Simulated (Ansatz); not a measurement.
LiF:
```
LiF
1.0
    3.29583     0.00000     0.00000
   -1.64791     2.85427     0.00000
    0.00000     0.00000     4.01729
Li F
2 2
Direct
  0.33333   0.66667   0.75000
  0.66667   0.33333   0.25000
  0.66667   0.33333   0.75000
  0.33333   0.66667   0.25000
```

Relaxed with PBEsol.

Problem. Decompose the optical modes at the zone centre into irreducible representations, and say which are infrared and Raman allowed.

Solution. Point group 6/mmm: Γ_opt = A2u + 2B1g + E1u + 2E2g. Infrared: A2u, E1u. Raman: E2g.

Problem. Assign frequencies (DFPT, PBEsol in the plane-wave PAW code Ansatz; without the LO–TO term).

Solution. E2g 239, A2u 258, B1g 344, E1u 425, B1g 428, E2g 430 cm⁻¹.

Subscripts of B labels follow the axes of the standard setting.

Space group P6_3/mmc. The start of the workflow was typed in or built on a structure type; neither database checked (COD, Materials Project) lists it. It is not the phase usual at ambient conditions (space group No. 225). Symmetry was held in the PBEsol relaxation; its stability against distortions is not shown here.

Potentials: the later of the program's two PAW sets.
